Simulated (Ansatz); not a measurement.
Given:

TlSbS$_{2}$:
```yaml
crystal:
  lattice:
    - [-6.24622, 0.00000, 0.00000]
    - [1.53078, 2.75459, -11.44408]
    - [1.56865, -6.25899, 0.00000]
  atoms:
    - { symbol: Tl, position: [0.43735, 0.33761, 0.69288] }
    - { symbol: Tl, position: [0.56265, 0.66239, 0.30712] }
    - { symbol: Tl, position: [0.90253, 0.08587, 0.71884] }
    - { symbol: Tl, position: [0.09747, 0.91413, 0.28116] }
    - { symbol: Sb, position: [0.40449, 0.84393, 0.79162] }
    - { symbol: Sb, position: [0.59551, 0.15607, 0.20838] }
    - { symbol: Sb, position: [0.97383, 0.59502, 0.79106] }
    - { symbol: Sb, position: [0.02617, 0.40498, 0.20894] }
    - { symbol: S, position: [0.58544, 0.90591, 0.18150] }
    - { symbol: S, position: [0.41456, 0.09409, 0.81850] }
    - { symbol: S, position: [0.00554, 0.82543, 0.78641] }
    - { symbol: S, position: [0.99446, 0.17457, 0.21359] }
    - { symbol: S, position: [0.37197, 0.62055, 0.79409] }
    - { symbol: S, position: [0.62803, 0.37945, 0.20591] }
    - { symbol: S, position: [0.01342, 0.63695, 0.18367] }
    - { symbol: S, position: [0.98658, 0.36305, 0.81633] }
```

This is the r²SCAN-relaxed structure. x, y and z are the axes in which the lattice vectors are written.

All from the program Ansatz at the r²SCAN level (PAW), unless another level is named. Estimate the electron effective mass.

0.33, 0.38, 0.58 mₑ (principal values).

Give the valence-band maximum.

off the standard path, at k = (0.427, -0.161, -0.146).

What about the conduction-band minimum?

off the standard path, at k = (0.411, 0.266, -0.375).

Space group P-1. The workflow started from an entry of the Crystallography Open Database (COD). Its standing as an ambient phase is unchecked. The cell was relaxed with r²SCAN under the symmetry of its start; whether a distortion lowers the energy is not shown. Spin–orbit coupling is left out wherever it is not named.

Potentials: the later of the program's two PAW sets.

Edges and masses are those of Kohn–Sham bands, whose gap is no quasiparticle gap.
